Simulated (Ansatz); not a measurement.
SrVO3:
```
CELL_PARAMETERS angstrom
      3.84058     0.00000     0.00000
      0.00000     3.84058     0.00000
      0.00000     0.00000     3.84058
ATOMIC_POSITIONS crystal
  Sr 0.00000 0.00000 0.00000
  V  0.50000 0.50000 0.50000
  O  0.00000 0.50000 0.50000
  O  0.50000 0.50000 0.00000
  O  0.50000 0.00000 0.50000
```
Starting moments (μB, in the order of the atoms Sr V O O O): 0.0 1.1 0.0 0.0 0.0.

Relaxed with r²SCAN. Special points in fractions of this cell's reciprocal vectors: Γ (0.000, 0.000, 0.000); X (0.000, 0.500, 0.000); M (0.500, 0.500, 0.000); R (0.500, 0.500, 0.500).

List the band energies nearest the Fermi level at these points for r²SCAN (plane waves, PAW; program Ansatz).

In eV from the Fermi level; about four levels below and three above (degenerate sets whole), none deeper than 8.9 eV; points with the same levels are listed once.

| k | below | above |
|---|---|---|
| Γ ↑ | -2.39 -2.39 -2.39 -1.48 -1.48 -1.48 | 1.34 1.34 4.17 4.17 |
| X ↑ | -4.10 -2.85 -2.85 -1.39 | 0.55 0.55 1.36 |
| M ↑ | -4.16 -3.64 -3.64 -2.09 | 0.50 0.50 0.83 |
| R ↑ | -6.11 -6.11 -6.11 -2.00 -2.00 -2.00 | 1.07 1.07 1.07 |
| Γ ↓ | -3.32 -3.32 -3.32 -2.44 -2.44 -2.44 | 0.15 0.15 0.15 |
| X ↓ | -4.45 -4.45 -4.14 -2.89 -2.89 | 0.29 1.95 1.98 1.98 |
| M ↓ | -4.15 -3.67 -3.67 -2.14 | 1.98 1.98 2.41 |
| R ↓ | -5.85 -5.85 -5.85 -2.05 -2.05 -2.05 | 2.62 2.62 2.62 |

Space group Pm-3m (cubic perovskite). The cell was relaxed with r²SCAN under the symmetry of its start. Magnetic state: ferromagnetic, chosen from 3 collinear starts compared on coarse meshes (ties went to the first, and starts can fall back to one state), not a proven ground state. Other orbital occupations within this spin state were not tried. No Hubbard U is applied. The compound may be a true metal, but semilocal functionals without U, or a wrong spin order, can also close a gap. Scalar-relativistic: spin–orbit coupling is off unless named, which matters more the heavier the elements.

Potentials: the later of the program's two PAW sets.
